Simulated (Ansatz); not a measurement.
GaSb:
```yaml
crystal:
  lattice:
    - [4.31249, 0.00000, 0.00000]
    - [-2.15625, 3.73473, 0.00000]
    - [0.00000, 0.00000, 14.15358]
  atoms:
    - { symbol: Ga, position: [0.66667, 0.33333, 0.99977] }
    - { symbol: Sb, position: [0.66667, 0.33333, 0.18776] }
    - { symbol: Ga, position: [0.00000, 0.00000, 0.25049] }
    - { symbol: Sb, position: [0.00000, 0.00000, 0.43698] }
    - { symbol: Ga, position: [0.33333, 0.66667, 0.49977] }
    - { symbol: Sb, position: [0.33333, 0.66667, 0.68776] }
    - { symbol: Ga, position: [0.00000, 0.00000, 0.75049] }
    - { symbol: Sb, position: [0.00000, 0.00000, 0.93698] }
```

Relaxed with PBEsol. Special points in fractions of this cell's reciprocal vectors: Γ (0.000, 0.000, 0.000); M (0.500, 0.000, 0.000); K (0.333, 0.333, 0.000); A (0.000, 0.000, 0.500); L (0.500, 0.000, 0.500); H (0.333, 0.333, 0.500).

Problem. List the band energies nearest the Fermi level at these points for plane-wave PAW PBEsol (Ansatz code).

Solution. In eV from the Fermi level; about four levels below and three above (degenerate sets whole), none deeper than 8.9 eV; points with the same levels are listed once.

```tsv
k	below	above
Γ	-0.14 -0.02 -0.02 0.00	0.20 0.61 0.89
M	-2.07 -2.06 -1.56 -1.23	0.41 0.59 0.82
K	-2.97 -2.29 -2.29 -1.73	1.41 2.17 2.17
A	-0.28 -0.28 -0.28 -0.28	0.34 0.34 1.09 1.09
L	-2.19 -2.19 -1.52 -1.52	0.83 0.83 1.34 1.34
H	-2.42 -2.42 -2.10 -2.10	1.51 1.51 2.56 2.56
```

Space group P6_3mc. The start of the workflow was typed in or built on a structure type; the Crystallography Open Database copy checked does not list it. It is not the phase usual at ambient conditions (space group No. 216). The cell was relaxed with PBEsol under the symmetry of its start; of distortions, only those at the zone centre were tested. The Fermi level of a semimetal is unsure by some 0.05 eV on such meshes. Scalar-relativistic: spin–orbit coupling is off unless named, which matters more the heavier the elements.

Potentials: the later of the program's two PAW sets.
